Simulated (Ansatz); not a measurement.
Al₂Cu, first-principles data

Al2Cu:
```
CELL_PARAMETERS angstrom
     -3.02571     3.02571     2.44378
      3.02571    -3.02571     2.44378
      3.02571     3.02571    -2.44378
ATOMIC_POSITIONS crystal
  Al 0.65863 0.15863 0.81725
  Al 0.84137 0.65863 0.50000
  Al 0.15863 0.34137 0.50000
  Al 0.34137 0.84137 0.18275
  Cu 0.25000 0.25000 0.00000
  Cu 0.75000 0.75000 0.00000
```

Space group I4/mcm (No. 140); conventional cell a = b = 6.0514 Å, c = 4.8876 Å, α = β = γ = 90.00°.

Method: the program Ansatz at the PBE level (PAW). Structure relaxed to zero pressure with the same functional. Other levels are named where they apply.

Cell and energy:

```json
{
  "volume_per_atom": "14.92 Å³",
  "density": "4.36 g/cm³",
  "Formation energy from the elements (no fitted shifts)": "-0.16 eV/atom"
}
```

Electronic structure:

```json
{
  "electronic_character": "metallic (no gap)",
  "Density of states at the Fermi level": "0.34 states/eV per atom (mean over ±0.08 eV)"
}
```

Mechanics:

```json
{
  "Bulk modulus (Birch–Murnaghan fit)": "99.4 GPa",
  "Pressure derivative B′": "4.5"
}
```

The cell was relaxed with PBE under the symmetry of its start. The run is not spin-polarised. Axis ratios of metals converge slowly with the k-mesh, so a and c are less sure than the volume. The references are the lowest solids computed at this level, not always the standard phases.

Potentials: the later of the program's two PAW sets.
